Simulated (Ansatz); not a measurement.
Relaxation of a relaxed ZrC cell, doubled along one cell vector, shaken by Gaussian noise of σ = 0.08 Å a coordinate; 8 atoms in the cell, which starts as P1 (No. 1), aP8; a = 3.2131 Å, b = 5.9816 Å, c = 6.4263 Å, α = γ = 105.58°, β = 90.00°. Computed with PBEsol (plane waves to 420 eV, PAW, scalar-relativistic; Ansatz, a program for electronic structure). Γ-centred k-mesh 4×8×10 on the run's cell (coarser than for final values), Fermi–Dirac smearing 0.05 eV. This is the first round of the run. 

The optimiser's lines from the output (shortened; P is positive under compression):

```
relax step   1: F+E_penalty+E_count = -17499.44623980 eV  Δ(F+E_penalty+E_count) = +0.000e0 eV  max|allowed force component| = 2.129e0 eV/Å  Δτ_max = 0.0000 Å  P = +2.950 GPa  Ω = 114.255 Å³  (8 SCF iters, dr2 threshold 1.00e-7 eV, accepted)
relax step   2: F+E_penalty+E_count = -17500.39545629 eV  Δ(F+E_penalty+E_count) = -9.492e-1 eV  max|allowed force component| = 1.690e0 eV/Å  Δτ_max = 0.1948 Å  P = +1.428 GPa  Ω = 113.851 Å³  (9 SCF iters, dr2 threshold 8.00e-7 eV, accepted)
relax step   3: F+E_penalty+E_count = -17501.28339791 eV  Δ(F+E_penalty+E_count) = -8.879e-1 eV  max|allowed force component| = 2.113e0 eV/Å  Δτ_max = 0.1878 Å  P = +0.395 GPa  Ω = 112.654 Å³  (8 SCF iters, dr2 threshold 8.00e-7 eV, accepted)
relax step   4: F+E_penalty+E_count = -17503.02432701 eV  Δ(F+E_penalty+E_count) = -1.741e0 eV  max|allowed force component| = 1.357e0 eV/Å  Δτ_max = 0.1537 Å  P = -2.048 GPa  Ω = 111.121 Å³  (7 SCF iters, dr2 threshold 8.00e-7 eV, accepted)
relax step   5: F+E_penalty+E_count = -17505.23444977 eV  Δ(F+E_penalty+E_count) = -2.210e0 eV  max|allowed force component| = 1.256e0 eV/Å  Δτ_max = 0.1836 Å  P = -3.354 GPa  Ω = 109.446 Å³  (7 SCF iters, dr2 threshold 8.00e-7 eV, accepted)
relax step   6: F+E_penalty+E_count = -17506.82133172 eV  Δ(F+E_penalty+E_count) = -1.587e0 eV  max|allowed force component| = 8.347e-1 eV/Å  Δτ_max = 0.0946 Å  P = -3.285 GPa  Ω = 106.731 Å³  (7 SCF iters, dr2 threshold 8.00e-7 eV, accepted)
relax step   7: F+E_penalty+E_count = -17508.07636170 eV  Δ(F+E_penalty+E_count) = -1.255e0 eV  max|allowed force component| = 6.769e-1 eV/Å  Δτ_max = 0.0859 Å  P = -3.492 GPa  Ω = 104.226 Å³  (7 SCF iters, dr2 threshold 8.00e-7 eV, accepted)
relax step   8: F+E_penalty+E_count = -17508.62721323 eV  Δ(F+E_penalty+E_count) = -5.509e-1 eV  max|allowed force component| = 6.132e-2 eV/Å  Δτ_max = 0.1002 Å  P = -0.245 GPa  Ω = 101.638 Å³  (7 SCF iters, dr2 threshold 8.00e-7 eV, accepted)
relax step   9: F+E_penalty+E_count = -17508.63028783 eV  Δ(F+E_penalty+E_count) = -3.075e-3 eV  max|allowed force component| = 3.954e-3 eV/Å  Δτ_max = 0.0073 Å  P = +0.018 GPa  Ω = 101.514 Å³  (5 SCF iters, dr2 threshold 8.00e-7 eV, accepted)
relax step  10: F+E_penalty+E_count = -17508.63029012 eV  Δ(F+E_penalty+E_count) = -2.294e-6 eV  max|allowed force component| = 2.708e-4 eV/Å  Δτ_max = 0.0005 Å  P = -0.001 GPa  Ω = 101.522 Å³  (4 SCF iters, dr2 threshold 9.87e-9 eV, accepted)
relax step  11: F+E_penalty+E_count = -17508.70364881 eV  Δ(F+E_penalty+E_count) = -7.336e-2 eV  max|allowed force component| = 2.872e-4 eV/Å  Δτ_max = 0.0000 Å  P = +0.608 GPa  Ω = 101.522 Å³  stress off target by 1.71e0 GPa  SCF on the basis re-selected at this cell (its energy is not comparable with the rows above)  (7 SCF iters)
relax step  12: F+E_penalty+E_count = -17508.70564272 eV  Δ(F+E_penalty+E_count) = -1.994e-3 eV  max|allowed force component| = 4.209e-4 eV/Å  Δτ_max = 0.0001 Å  P = +0.051 GPa  Ω = 101.756 Å³  (4 SCF iters, dr2 threshold 8.00e-7 eV, accepted)
relax step  13: F+E_penalty+E_count = -17508.70562279 eV  Δ(F+E_penalty+E_count) = +1.993e-5 eV  max|allowed force component| = 8.712e-5 eV/Å  Δτ_max = 0.0000 Å  P = +0.001 GPa  Ω = 101.778 Å³  (4 SCF iters, dr2 threshold 2.52e-8 eV, accepted)
relax step  14: F+E_penalty+E_count = -17508.70594335 eV  Δ(F+E_penalty+E_count) = -3.206e-4 eV  max|allowed force component| = 8.708e-5 eV/Å  Δτ_max = 0.0000 Å  P = +0.006 GPa  Ω = 101.778 Å³  stress off target by 1.44e-2 GPa  SCF on the basis re-selected at this cell (its energy is not comparable with the rows above)  (4 SCF iters)
```

From the first to the last row the energy changes by -1.16 eV/atom and the volume by -10.9 %. The last row is marked as not comparable with the walk above it, whose basis was carried along; it does compare with step 1, since both stand on a basis selected at the nominal cutoff for their own cell.

Energy and pressure jump between steps 10 and 11 at one geometry, where the plane-wave basis was selected anew. While the cell walks, the set of plane waves is carried along, so its effective cutoff drifts with the strain; re-selecting it at 420 eV moved the energy by -0.009 eV/atom and the pressure by 0.6 GPa. Only step 1 and rows on a re-selected basis compare with each other.

Later rounds, restarted from the end of this one on a renewed k-mesh, logged 6 more steps and released under 0.01 eV/atom more. The final structure after all rounds: Fm-3m (No. 225), cF8, rock salt type; a = b = c = 4.6690 Å, α = β = γ = 90.00°. Between re-selections the logged energies stand on a plane-wave basis carried along with the cell. No spin polarisation in the result.

Of the parent cell (I4₁/amd (No. 141)): it is a generated cell of ZrC: the first start was made by placing the elements on the sites of a structure type, and the end was not matched to a known phase here, so it may be hypothetical. Known forms of ZrC include space group No. 225.
